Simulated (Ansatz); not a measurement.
SbPt: levels along high-symmetry lines

```xyz
4
Lattice="4.1300 0.0000 0.0000 -2.0650 3.5767 0.0000 0.0000 0.0000 5.4720" Properties=species:S:1:pos:R:3 pbc="T T T"
Sb    0.0000    2.3845    1.3680
Sb    2.0650    1.1922    4.1040
Pt    0.0000    0.0000    0.0000
Pt    0.0000    0.0000    2.7360
```

Atom numbers follow the list: Sb1, Sb2, Pt3, Pt4.

The cell is COD entry 1010041, as deposited and not checked against the literature; nothing was relaxed.

Spin–orbit coupling is left out, though it moves levels of the heavy atoms by tenths of an eV or more.

These are results of Ansatz 0.2.0, DFT, LDA, all-electron LAPW, scalar-relativistic, not measurements.

Numerical set-up: a Γ-centred 11×11×8 k mesh, Fermi–Dirac smearing of 0.08 eV, basis error target 0.5 meV/atom, no spin polarisation.

Points in fractions of the reciprocal vectors of this cell: Γ (0, 0, 0), M (0.5, 0, 0), K (0.333, 0.333, 0), A (0, 0, 0.5), L (0.5, 0, 0.5), H (0.333, 0.333, 0.5). The path runs Γ–M–K–Γ–A–L–H–A–L. Energies are in eV from the Fermi level; (×n) counts levels within 4 meV of each other, which need not be degenerate by symmetry.

Task: Is there a gap?

Result: none: bands cross the Fermi level, a metal.

Task: List the levels between -8 and 6 eV at the symmetry points.

Result: 
Γ: -7.04, -6.04 (×2), -5.97, -4.48 (×2), -3.60 (×2), -2.17 (×2), -0.09 (×2), 0.76, 2.31, 2.42, 3.63 (×2), 3.66, 5.38 (×2)
M: -7.70, -5.93, -5.59, -5.17, -3.69, -3.56, -3.38, -3.22, -3.11, -2.94, -2.72, -2.33, -2.14, -0.65, 1.92, 4.32, 4.35, 4.39, 5.13, 5.38
K: -7.91, -6.10 (×2), -4.78, -4.48 (×2), -3.25 (×2), -2.82, -2.28, -2.24 (×2), -0.54 (×2), 0.73 (×2), 2.83
A: -5.03 (×4), -4.65 (×2), -3.66 (×4), -1.26 (×2), 2.36 (×4), 5.31 (×2), 5.93 (×2)
L: -6.80 (×2), -4.99 (×2), -4.55 (×2), -3.44 (×2), -3.23 (×2), -3.09 (×2), 0.38 (×2), 1.74 (×2), 3.94 (×2)
H: -6.00 (×2), -5.92 (×2), -4.65 (×2), -3.70 (×2), -3.48 (×2), -2.18 (×2), -1.76 (×2), 4.25 (×2), 5.63 (×2)
